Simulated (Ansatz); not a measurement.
# FePb: single point with Ansatz

System: FePb, 2 atoms in the cell.

Ansatz input (lattice in Å, positions in fractions of it)
```yaml
crystal:
  lattice:
    - [3.2, 0, 0]
    - [0, 3.2, 0]
    - [0, 0, 4.1]
  atoms:
    - { symbol: Fe, position: [0, 0, 0], spin: 3, spin_axis: [0, 0, 1] }
    - { symbol: Pb, position: [0.5, 0.5, 0.5] }
kpoints:
  mp_grid: { grid: [8, 8, 6] }
hamiltonian:
  xc: pbe
  pseudopotentials:
    kind: all_electron
    nuclear_model: point
    lapw: { basis_error: "0.25 meV" }
scf:
  occupations: { method: fermi_dirac, width: 0.1 }
  convergence: { dr2_threshold: "1e-9 eV" }
  max_iter: 300
output:
  forces: true
  stress: true
magnetization:
  noncollinear: true
  spin_orbit: true
```

All numbers below come from Ansatz 0.2.0 development build, PBE with spin–orbit coupling, all-electron LAPW, point nucleus.

Output, in brief

| Item | Value |
| --- | --- |
| Pressure | -2.47 GPa |
| Smearing term TS | 46.6 meV/atom |
| Net spin moment | 2.85 μB |
| Electrons in bands | 52 |
| Irreducible k-points | 60 |
| CPU time | of the order of 8 core-minutes on a shared host |

Stress tensor in GPa, compression positive:
```
-1.71  0.00  0.00
 0.00 -1.71  0.00
 0.00  0.00 -3.99
```

The cell is a model and need not be the structure known for this compound. The k-mesh is modest, so these values aren't fully converged in k. One magnetic order was tried; another may lie lower.
